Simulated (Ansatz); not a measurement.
Geometry optimisation in Ansatz: input, command and trajectory.

```yaml
crystal:
  lattice:
    - [4.9375405113, 0.0, 0.0]
    - [-2.4687702556, 4.276035515, 0.0]
    - [0.0, 0.0, 3.9427300997]
  atoms:
    - { symbol: Co, position: [0.166418912, 0.3328378239, 0.75] }
    - { symbol: Co, position: [0.6671621761, 0.833581088, 0.75] }
    - { symbol: Co, position: [0.166418912, 0.833581088, 0.75] }
    - { symbol: Co, position: [0.833581088, 0.6671621761, 0.25] }
    - { symbol: Co, position: [0.3328378239, 0.166418912, 0.25] }
    - { symbol: Co, position: [0.833581088, 0.166418912, 0.25] }
    - { symbol: Si, position: [0.6666666667, 0.3333333333, 0.75] }
    - { symbol: Si, position: [0.3333333333, 0.6666666667, 0.25] }
basis:
  ecutwfc: 420
kpoints:
  mp_grid: { grid: [12, 12, 10] }
hamiltonian:
  xc: pbesol
scf:
  occupations: { method: gaussian, width: 0.1 }
output:
  forces: true
  stress: true
  eigenvalues: true
relax:
  adjacent_minimum: "off"
  f_tol: 0.01
  max_steps: 30
  cell: { stress_tol: 0.1, fix: [volume] }
```

```bash
ansatz run input.yaml --threads 2 --pin off --max-ram 5120MiB --backend cpu --events-out ev --progress --plain --runs-dir out
```

The calculation used DFT PBEsol, scalar-relativistic, plane waves, PAW (Ansatz 0.2.0).

The volume is held at 1.03 times that of the relaxed cell.

Of 4 frames 3 are shown, positions in Å and forces in eV/Å; the SCF threshold varies from step to step. Steps run on the plane waves of an earlier cell, with a Pulay correction in the pressure. The basis is chosen afresh for the last frame, the zero of the energies, and at times for earlier ones too; energy and pressure can step there, also at an unchanged geometry. Where two frames share a geometry here, they differ by under 2 meV/atom and 0.3 GPa.

```xyz
8
Lattice="4.9375 0.0000 0.0000 -2.4688 4.2760 0.0000 0.0000 0.0000 3.9427" Properties=species:S:1:pos:R:3:forces:R:3 pbc="T T T" step=1 free_energy_over_end_meV_per_atom=0.01 pressure_GPa=-7.56
Co    0.0000    1.4232    2.9570    0.0000   -0.0064    0.0000
Co    1.2362    3.5644    2.9570    0.0055    0.0032    0.0000
Co   -1.2362    3.5644    2.9570   -0.0055    0.0032    0.0000
Co    2.4688    2.8528    0.9857    0.0000    0.0064    0.0000
Co    1.2326    0.7116    0.9857   -0.0055   -0.0032    0.0000
Co    3.7050    0.7116    0.9857    0.0055   -0.0032    0.0000
Si    2.4688    1.4253    2.9570    0.0000    0.0000    0.0000
Si    0.0000    2.8507    0.9857    0.0000    0.0000    0.0000
8
Lattice="4.9382 0.0000 0.0000 -2.4691 4.2766 0.0000 0.0000 0.0000 3.9417" Properties=species:S:1:pos:R:3:forces:R:3 pbc="T T T" step=2 free_energy_over_end_meV_per_atom=0.00 pressure_GPa=-7.55
Co    0.0000    1.4233    2.9563    0.0000   -0.0029    0.0000
Co    1.2365    3.5649    2.9563    0.0025    0.0014    0.0000
Co   -1.2365    3.5649    2.9563   -0.0025    0.0014    0.0000
Co    2.4691    2.8533    0.9854    0.0000    0.0029    0.0000
Co    1.2326    0.7116    0.9854   -0.0025   -0.0014    0.0000
Co    3.7056    0.7116    0.9854    0.0025   -0.0014    0.0000
Si    2.4691    1.4255    2.9563    0.0000    0.0000    0.0000
Si    0.0000    2.8510    0.9854    0.0000    0.0000    0.0000
8
Lattice="4.9390 0.0000 0.0000 -2.4695 4.2773 0.0000 0.0000 0.0000 3.9404" Properties=species:S:1:pos:R:3:forces:R:3 pbc="T T T" step=4 free_energy_over_end_meV_per_atom=0.00 pressure_GPa=-7.55
Co    0.0000    1.4234    2.9553    0.0000   -0.0001    0.0000
Co    1.2368    3.5656    2.9553    0.0001    0.0001    0.0000
Co   -1.2368    3.5656    2.9553   -0.0001    0.0001    0.0000
Co    2.4695    2.8538    0.9851    0.0000    0.0001    0.0000
Co    1.2327    0.7117    0.9851   -0.0001   -0.0001    0.0000
Co    3.7062    0.7117    0.9851    0.0001   -0.0001    0.0000
Si    2.4695    1.4258    2.9553    0.0000    0.0000    0.0000
Si    0.0000    2.8515    0.9851    0.0000    0.0000    0.0000
```

Time: 83 s on 2 threads of Arm Neoverse V1, on a shared host, peak memory 0.73 GiB.

Spin polarisation was left out, and a magnetic state may lie lower.